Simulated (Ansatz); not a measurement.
Relaxed-ion elastic tensor of InPd (CsCl type, space group No. 221) in GPa (Voigt order), PBEsol in the plane-wave PAW code Ansatz; density 10.73 g/cm³, 17.12 Å³ per atom.

|  | 1 | 2 | 3 | 4 | 5 | 6 |
|---|---|---|---|---|---|---|
| 1 | 158 | 126 | 126 | 0.0 | 0.0 | 0.0 |
| 2 | 126 | 158 | 126 | 0.0 | 0.0 | 0.0 |
| 3 | 126 | 126 | 158 | 0.0 | 0.0 | 0.0 |
| 4 | 0.0 | 0.0 | 0.0 | 56.6 | 0.0 | 0.0 |
| 5 | 0.0 | 0.0 | 0.0 | 0.0 | 56.6 | 0.0 |
| 6 | 0.0 | 0.0 | 0.0 | 0.0 | 0.0 | 56.6 |

### Question
Is the crystal mechanically stable?

### Answer
Yes: the smallest eigenvalue of C is 32.0 GPa.

### Question
Work out the Voigt, Reuss and Hill averages.

### Answer
K_V = 136, K_R = 136, K_H = 136; G_V = 40.4, G_R = 28.1, G_H = 34.2 GPa.

### Question
Give Young's modulus, Poisson's ratio, Pugh's ratio and the universal anisotropy index.

### Answer
E = 9KG/(3K + G) = 94.8 GPa; ν = 0.38; K/G = 3.98 (ductile by the Pugh limit of 1.75); A_U = 5G_V/G_R + K_V/K_R − 6 = 2.19.

### Question
Estimate the sound speeds and the Debye temperature.

### Answer
v_l = √((K + 4G/3)/ρ) = 4120 m/s, v_t = √(G/ρ) = 1790 m/s, mean 2020 m/s; Θ = (h/k)(3n/4πV)^(1/3) v_m = 233 K.

### Question
Give the Zener ratio and Young's modulus along [100], [110] and [111].

### Answer
A = 2C44/(C11 − C12) = 3.54; 1/E = S11 − 2(S11 − S12 − S44/2)Γ with Γ = 0, 1/4, 1/3 gives 46.2, 95.8, 149 GPa.

### Question
Solve the Christoffel equation for the three sound speeds along [100], [110], [111].

### Answer
Eigenvalues of C_ijkl n_j n_l equal ρv². In km/s, slowest first: [100] 2.30, 2.30, 3.83; [110] 1.22, 2.30, 4.30; [111] 1.66, 1.66, 4.44.

Space group Pm-3m (CsCl type). The cell was relaxed with PBEsol under the symmetry of its start; of distortions, only those at the zone centre were tested. The run is not spin-polarised. As this level gives no gap, shear constants depend on the k-mesh and smearing (Fermi–Dirac, 0.1 eV here).

Potentials: the later of the program's two PAW sets.
